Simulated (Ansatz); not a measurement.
ZrTi:
```
ZrTi
1.0
    3.05873     0.00000     0.00000
   -1.52936     2.64894     0.00000
    0.00000     0.00000     4.85641
Zr Ti
1 1
Direct
  0.00000   0.00000   0.00000
  0.33333   0.66667   0.50000
```

Relaxed with PBEsol. Special points in fractions of this cell's reciprocal vectors: Γ (0.000, 0.000, 0.000); M (0.500, 0.000, 0.000); K (0.333, 0.333, 0.000); A (0.000, 0.000, 0.500); L (0.500, 0.000, 0.500); H (0.333, 0.333, 0.500).

Q: List the band energies nearest the Fermi level at these points for PBEsol with spin–orbit coupling in the plane-wave PAW code Ansatz.

A: In eV from the Fermi level; about four levels below and three above (degenerate sets whole), none deeper than 8.9 eV; points with the same levels are listed once.

```
k                    below                above
-  -----------------------  -------------------
Γ  -5.90 -5.90 -2.94 -2.94  0.75 0.75 0.80 0.80
M  -2.09 -2.09 -0.35 -0.35  0.47 0.47 0.71 0.71
K   -1.18 -1.17 -1.12 0.00       0.03 0.39 0.40
A  -4.17 -4.17 -3.96 -3.96  0.01 0.01 0.12 0.12
L  -1.00 -1.00 -0.79 -0.79  1.13 1.13 1.49 1.49
H  -0.98 -0.89 -0.14 -0.12       0.04 0.12 1.80
```

Space group P-6m2. The workflow started from a Materials Project entry (that database holds measured and hypothetical structures alike); the Crystallography Open Database copy checked does not list it. With Zr and Ti taken as one species the cell has the higher symmetry P6_3/mmc, so it may be an ordered model of a mixed-site phase. Whether it is the stable phase at ambient conditions was not checked. The cell was relaxed with PBEsol under the symmetry of its start; whether a distortion lowers the energy is not shown. No spin polarisation was allowed.

Potentials: the later of the program's two PAW sets.
